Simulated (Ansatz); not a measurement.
C:
```
C
1.0
    2.50983     0.00000     0.00000
   -1.25491     2.17357     0.00000
    0.00000     0.00000     8.28029
C
8
Cartesian
  0.00000   0.00000   4.90970
  0.00000   0.00000   3.37060
  0.00000   0.00000   0.76955
  0.00000   0.00000   7.51074
  0.00000   1.44905   2.85258
  1.25491   0.72452   5.42771
  1.25491   0.72452   6.99273
  0.00000   1.44905   1.28756
```

Relaxed with r²SCAN. Special points in fractions of this cell's reciprocal vectors: Γ (0.000, 0.000, 0.000); M (0.500, 0.000, 0.000); K (0.333, 0.333, 0.000); A (0.000, 0.000, 0.500); L (0.500, 0.000, 0.500); H (0.333, 0.333, 0.500).

Task: List the band energies nearest the valence-band maximum at these points for plane-wave PAW r²SCAN (Ansatz code).

Result: In eV from the valence-band maximum; about four levels below and three above (degenerate sets whole), none deeper than 8.9 eV; points with the same levels are listed once.

```csv
k,below,above
Γ,-1.84 -1.84 -0.23 0.00 0.00,5.59 5.59 5.77
M,-5.24 -4.99 -3.90 -3.16,4.87 5.86 6.34
K,-7.50 -5.92 -5.92 -4.43,6.64 6.64 8.30
A,-0.69 -0.69 -0.69 -0.69,6.41 6.41 6.41 6.41
L,-5.01 -5.01 -3.90 -3.90,5.23 5.23 7.38 7.38
H,-5.77 -5.77 -5.39 -5.39,5.46 5.46 10.24 10.24
```

Space group P6_3/mmc. The workflow started from a Materials Project entry (that database holds measured and hypothetical structures alike). Its sites differ from those of the usual phase in this space group: another stacking or structure type. The r²SCAN relaxation kept the symmetry of its start; phonons on a q-mesh show no instability.

Potentials: the earlier of the program's two PAW sets.
